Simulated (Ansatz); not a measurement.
**Competing spin states in Cs2NaCrF6**

```yaml
crystal:
  lattice:
    - [3.12150, 1.80220, 10.00000]
    - [-3.12150, 1.80220, 10.00000]
    - [0.00000, -3.60440, 10.00000]
  atoms:
    - { symbol: Cs, position: [0.28116, 0.28116, 0.28116] }
    - { symbol: Cs, position: [0.71884, 0.71884, 0.71884] }
    - { symbol: Cs, position: [0.12800, 0.12800, 0.12800] }
    - { symbol: Cs, position: [0.87200, 0.87200, 0.87200] }
    - { symbol: Na, position: [0.40230, 0.40230, 0.40230] }
    - { symbol: Na, position: [0.59770, 0.59770, 0.59770] }
    - { symbol: Cr, position: [0.50000, 0.50000, 0.50000] }
    - { symbol: Cr, position: [0.00000, 0.00000, 0.00000] }
    - { symbol: F, position: [0.60334, 0.17941, 0.60334] }
    - { symbol: F, position: [0.60334, 0.60334, 0.17941] }
    - { symbol: F, position: [0.17941, 0.60334, 0.60334] }
    - { symbol: F, position: [0.39666, 0.82059, 0.39666] }
    - { symbol: F, position: [0.82059, 0.39666, 0.39666] }
    - { symbol: F, position: [0.39666, 0.39666, 0.82059] }
    - { symbol: F, position: [0.81926, 0.25445, 0.81926] }
    - { symbol: F, position: [0.81926, 0.81926, 0.25445] }
    - { symbol: F, position: [0.25445, 0.81926, 0.81926] }
    - { symbol: F, position: [0.18074, 0.74555, 0.18074] }
    - { symbol: F, position: [0.74555, 0.18074, 0.18074] }
    - { symbol: F, position: [0.18074, 0.18074, 0.74555] }
```

Computed with plane-wave PAW DFT (Ansatz 0.2.0): r2SCAN, 500 eV cutoff, 4×4×4 Γ-centred mesh, fermi-dirac occupations of width 0.050 eV. The atoms are fixed and numbered as listed; spin is collinear, without spin-orbit coupling.

The cycle has several fixed points for this cell. Moments (μB):

```
state   Cr7    Cr8  other atoms together  size of the net moment a cell
    A  2.38   2.38                  0.24                           6.00
    B  0.00   0.00                  0.00                           0.00
    C  2.38  -2.38                  0.00                           0.00
```

Site moments are taken in small spheres that don't touch (radius about 0.4 of the atom's shortest bond), so those of the magnetic atoms read low, and they needn't add up to the net moment. State B was run without spin polarisation.

Q: Which state has the lowest energy at zero smearing, and how far up are the others?

A: State A (parallel moments) comes first by a margin too small to trust; C (antiparallel, compensated) is level with it, B (without moments) lies 325 meV above it, all counted an atom of the cell. The two lowest differ by only 0.1 meV for each atom with a column above, which mesh or functional could overturn.

Q: Which states have a gap on the mesh, and what pressure does each exert on this cell?

A: A: gap 3.76 eV, 1.2 GPa; B: no gap, 0.6 GPa; C: gap 3.77 eV, 1.2 GPa (positive in compression).

Q: What does magnetism gain here?

A: 325 meV an atom of the cell, or 3246 meV for each Cr atom, against state B, which has none. A run without spin would miss this and give wrong energies and forces. That state isn't the paramagnet, which keeps its moments, so this is no ordering energy.

The cell is that of a Crystallography Open Database entry, unchanged.

Caveats: only orders that fit this cell and collinear spins were tried, so the true order may need a larger cell or canted moments; atoms and cell are not relaxed, and each state would relax in its own way; semilocal functionals without U often misplace the states of 3d oxides, halides and chalcogenides; the k mesh is coarse, so differences of a few meV are uncertain where a state is a metal; one start a pattern, so a lower state of the same pattern may exist; the nearest magnetic atoms form triangles, which frustrates antiparallel coupling, so the true order may be non-collinear or need another cell; the atoms stand off equilibrium, with forces up to 0.5 eV/Å.
